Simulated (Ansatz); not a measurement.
**Is this Co3Si8Ni structure a true minimum?**

The cell was found from a structure generator's guess, not taken from experiment.

Theory: DFT PBE, scalar-relativistic, plane waves, PAW in Ansatz 0.2.0. Plane waves to 420 eV, a k mesh through Γ of 8×8×8 on the computed 12-atom cell and Gaussian smearing (0.10 eV); no spin polarisation.

The cell below (12 atoms, space group Pm-3m (No. 221)) is relaxed within its symmetry.

```yaml
crystal:
  lattice:
    - [5.37058, 0.00000, 0.00000]
    - [0.00000, 5.37058, 0.00000]
    - [0.00000, 0.00000, 5.37058]
  atoms:
    - { symbol: Co, position: [0.50000, 0.00000, 0.50000] }
    - { symbol: Co, position: [0.50000, 0.50000, 0.00000] }
    - { symbol: Co, position: [0.00000, 0.50000, 0.50000] }
    - { symbol: Si, position: [0.74786, 0.25214, 0.74786] }
    - { symbol: Si, position: [0.25214, 0.25214, 0.25214] }
    - { symbol: Si, position: [0.74786, 0.74786, 0.25214] }
    - { symbol: Si, position: [0.25214, 0.74786, 0.74786] }
    - { symbol: Si, position: [0.25214, 0.74786, 0.25214] }
    - { symbol: Si, position: [0.74786, 0.74786, 0.74786] }
    - { symbol: Si, position: [0.25214, 0.25214, 0.74786] }
    - { symbol: Si, position: [0.74786, 0.25214, 0.25214] }
    - { symbol: Ni, position: [0.00000, 0.00000, 0.00000] }
```

For the test it was strained at random (σ = 1.5 % a component), the atoms were moved at random (σ = 0.15 Å), and all was relaxed again on a coarse 4×4×4 mesh (in the run’s order of axes) with 0.20 eV smearing, with no symmetry imposed.

Trial moments died out on the coarse mesh, so the last step has no spin; another magnetic start might hold.

Problem. Does it come back?

Solution. It returns, within 1 meV/atom of the unmoved cell on that mesh and with the same symmetry when read at 0.1 Å (P4/mmm at 0.01 Å, so small strains and shifts remain). No instability shows in this cell; modes of other wave vectors, which need another repeat, aren't tested.
